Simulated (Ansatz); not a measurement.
# One run on YI (P-3m1): total moment held at 0.41 μB

Method: DFT, LDA, all-electron LAPW, scalar-relativistic in Ansatz.

Command: `ansatz run input.yaml --threads 2 --pin off --max-ram 6144MiB --backend cpu --events-out ev --progress --plain --runs-dir out`

```yaml
crystal:
  lattice:
    - [3.9559735753, 0.0, 0.0]
    - [-1.9779867876, 3.4259736129, 0.0]
    - [0.0, 0.0, 11.079476]
  atoms:
    - { symbol: "Y", position: [0.6666666667, 0.3333333333, 0.626727], spin: 0.205 }
    - { symbol: "Y", position: [0.3333333333, 0.6666666667, 0.373273], spin: 0.205 }
    - { symbol: I, position: [0.3333333333, 0.6666666667, 0.819975] }
    - { symbol: I, position: [0.6666666667, 0.3333333333, 0.180025] }
magnetization:
  spin_polarized: true
  initial_magnetization: 0.41
  spin_locking: { lock_magnetization: hard }
kpoints:
  mp_grid: { grid: [7, 7, 3] }
scf:
  occupations: { method: fermi_dirac, width: 0.05 }
  lower_state_search: "off"
hamiltonian:
  xc: lda
  pseudopotentials: { kind: all_electron, lapw: { basis_error: 0.001 } }
output:
  forces: true
  stress: true
  eigenvalues: false
```

The program prints:

```
settings of this run that can trade accuracy for cost: output.eigenvalues: false. Do not mix this run's numbers with those of runs without the same settings; the input reference describes each key
LAPW: plane waves up to 6.689 Å⁻¹, error target 1.0e-3 eV per atom; small_component_spin mean_spin; Y in spheres of 1.548 Å, 27 of its electrons in bands, Dirac shells []; I in spheres of 1.583 Å, 25 of its electrons in bands, Dirac shells [] (how accurate: hamiltonian.pseudopotentials.lapw.basis_error, Limitations)
Engine: ansatz 0.2.0
Pseudopotentials: kind: all_electron
Pseudopotential: Y, LAPW, valence charge 27, lapw/all_electron/scalar/gaussian/Y, Koelling and Harmon's equation, gaussian nucleus
Pseudopotential: I, LAPW, valence charge 25, lapw/all_electron/scalar/gaussian/I, Koelling and Harmon's equation, gaussian nucleus
Functional definition: SPW92
  exchange = slater_x
  correlation = pw_c
Crystal: 4 atoms, lattice volume = 150.161 Å³
Basis set: ecut = 170.48929097910792 eV, 761 PW (Γ), exchange–correlation at level 2
Bands: 63, of which v1, the nominal top of the filled ones, is band 52 counted from 1 (51 counted from 0)
Symmetry: 12 space group operations
Space group: P-3m1 (ITA 164), of the structure as read, at distance tolerance 5.3e-5 Å
Magnetic group: BNS 164.85 (UNI 1315), of the structure as read, at distance tolerance 5.3e-5 Å
k-points: 20 of 147
Non-local potential: Y, projectors of the file, none
Non-local potential: I, projectors of the file, none
Initial density: superposition of atomic densities (chi_scale 0.1, normalization cell, long waves of neutral atoms (reshape's long-wave potential 5.01 eV rms, cloud 3.29 Å wide))
Starting moments: Σ|m| = 0.41 μB on 2 of 4 sites
Initial wavefunctions: plane waves of lowest kinetic energy (no species holds an atomic orbital)
Functional: x = slater, c = lda
iter 1 solved again at ethr=1.76e-3 eV; its pass at ethr=1.00e-1 eV (dr2=1.83e0 eV) is discarded
SCF iter   1: F=—  HF=-571006.387713 eV  |F-HF|=—  |Δ(HF+E_count)|=         —  Δρ=7.49e-3 (↑7.49e-3 ↓6.58e-3)  dr2=1.83e0  dr2_m=1.52e-3  M=0.410 μB ∫|m|=0.414 μB  β_m=0.30  ethr=1.76e-3  ⟨swp⟩=2.0  Hψ=14934  notcnv=0
[...]
the basis was enlarged: its passes take 358.6 KiB over the memory plan, 2 of 2 planned eigensolver slots
[...]
iter 14 did not close the SCF: its close was put off for a magnetic moment that had not settled (scf_convergence_deferred on its scf_iter line)
SCF iter  14: F=-571006.051447 eV  HF=-571006.051447 eV  |F-HF|=5.36e-9  |Δ(HF+E_count)|=   1.36e-8  Δρ=9.07e-7 (↑8.52e-7 ↓9.07e-7)  dr2=9.66e-9  dr2_m=2.46e-11  M=0.410 μB ∫|m|=0.412 μB  β_m=0.84  ethr=5.57e-11  ⟨swp⟩=2.0  Hψ=7546  notcnv=0
SCF iter  15: F=-571006.051447 eV  HF=-571006.051447 eV  |F-HF|=4.54e-9  |Δ(HF+E_count)|=   7.80e-9  Δρ=3.00e-7 (↑2.91e-7 ↓3.00e-7)  dr2=3.99e-9  dr2_m=8.23e-12  M=0.410 μB ∫|m|=0.412 μB  ethr=1.15e-11 (applied; sched 9.29e-12)  ⟨swp⟩=2.9  Hψ=7588  notcnv=0
[...]
Per-site moments (μB) at R_I (Å): [(0.10851383841293227, 1.5477828039091517), (0.10851383841293227, 1.5477828039091517), (0.006404187022887697, 1.5828444631763094), (0.006404187022887697, 1.5828444631763094)]
Free energy (F): -571006.051447 eV
Harris-Foulkes:  -571006.051447 eV  (|F-HF|=4.54e-9)
Internal energy: -571005.998075 eV  (E = F + TS)
E sigma→0 (E₀):  -571006.024761 eV
Entropy (-TS):   -0.053372 eV (-13.343 meV/atom)
Fermi energy:    9.042455 (↑ 9.026737, ↓ 9.058173) eV
--- Per-component energies (eV) ---
  E_band       = -8987.794599
  E_kinetic    = 599172.058520
  E_xc         = -15323.336887
  E_electrostatic = -1154854.719708  (all electrons and nuclei)
  E_smearing   = -0.053372  (= −TS)
  E_closure    = 0.000000  (closes the sum)
  E_atoms      = -570988.414305  (free atoms, spherical and without spin; not in F)
  Σ components = -571006.051447   (vs F -571006.051447, Δ=0.00e0)
  Basis errors (estimates in eV, not in F): energy 3.6e-4 per atom: plane waves 3.1e-4 (1.8e-4 summed), levels above the bands 5.8e-35, relativity 4.1e-9, radial functions 4.7e-5, core shells 1.2e-7; eigenvalues (radial functions only) 1.1e-6; not estimated: angular momenta, meshes, grids; target (lapw.basis_error) 1.0e-3; muffin-tin radii Y 1.548 Å, I 1.583 Å
--- Forces (eV/Å), atoms counted from 1 ---
  atom   1  Y     -0.00000000     0.00000000     0.29793421
  atom   2  Y      0.00000000    -0.00000000    -0.29793421
  atom   3  I     -0.00000000     0.00000000    -0.37440638
  atom   4  I      0.00000000    -0.00000000     0.37440638
  max |Σ_I F_I| component: 8.96e-18 eV/Å
--- Stress (GPa, compression-positive) ---
       -3.257619      -0.000000      -0.000000
        0.000000      -3.257619       0.000000
       -0.000000       0.000000      -2.968052
  P = ⅓ Tr σ = -3.1611 GPa (-31.611 kbar)
settings of this run that can trade accuracy for cost: output.eigenvalues: false. Do not mix this run's numbers with those of runs without the same settings; the input reference describes each key
```

Site moments (μB): Y1 0.11, Y2 0.11, I3 0.01, I4 0.01. Cell moment 0.41 μB.

The magnetic group in the log treats spin as a scalar label, without spin–orbit coupling.

The Ansatz runs typed with the search for lower states off end where their start leads. Spin–orbit coupling is left out although heavy atoms are present. The magnetic state is the one that this cell and start allow. It needn't be the compound's measured order, which may need a larger cell or be absent.

It took 31 s on 2 threads of Arm Neoverse V1, with other jobs on the host, peak memory 0.56 GiB.
